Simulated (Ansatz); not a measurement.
Starting cell, MgB₂ (AlB2 type, space group P6/mmm):

```yaml
crystal:
  lattice:
    - [3.06742, 0.00000, 0.00000]
    - [-1.53371, 2.65647, 0.00000]
    - [0.00000, 0.00000, 3.51484]
  atoms:
    - { symbol: Mg, position: [0.00000, 0.00000, 0.00000] }
    - { symbol: B, position: [0.33333, 0.66667, 0.50000] }
    - { symbol: B, position: [0.66667, 0.33333, 0.50000] }
```

A phonon eigenvector at Γ is frozen into this cell: atom i moves by Q times the vector below, so Q is the largest atomic displacement, in Å. The cell is held.

| atom | x | y | z |
|---|---|---|---|
| B2 | 0.000 | 0.000 | 1.000 |
| B3 | 0.000 | 0.000 | -1.000 |

Atoms not listed stay in place.

Computed with r2SCAN (plane waves to 500 eV, PAW, scalar-relativistic; Ansatz, a program for electronic structure). k mesh 17×17×13 (Γ-centred), Fermi-Dirac smearing 0.05 eV. E stands for the smeared free energy. With partly filled bands, energies and forces of such displacements shift with the k mesh and the smearing. MgB2 was relaxed with its symmetry unable to fall. The zero of ΔE is the undisplaced structure.

| Q (Å) | ΔE (meV/cell) |
|---|---|
| -0.100 | 197 |
| -0.067 | 88 |
| -0.033 | 22 |
| 0.000 | 0 |
| 0.033 | 22 |
| 0.067 | 88 |
| 0.100 | 197 |

Q: Which DFPT wavenumber at Γ belongs to this mode?
(A) 709 cm⁻¹
(B) 596 cm⁻¹
(C) 341 cm⁻¹

A: A, 709 cm⁻¹. The curvature of the scan gives 707 cm⁻¹

(For displaced atoms, the force is minus the slope of the energy, and its curvature is a force constant, which sets phonon frequencies.)
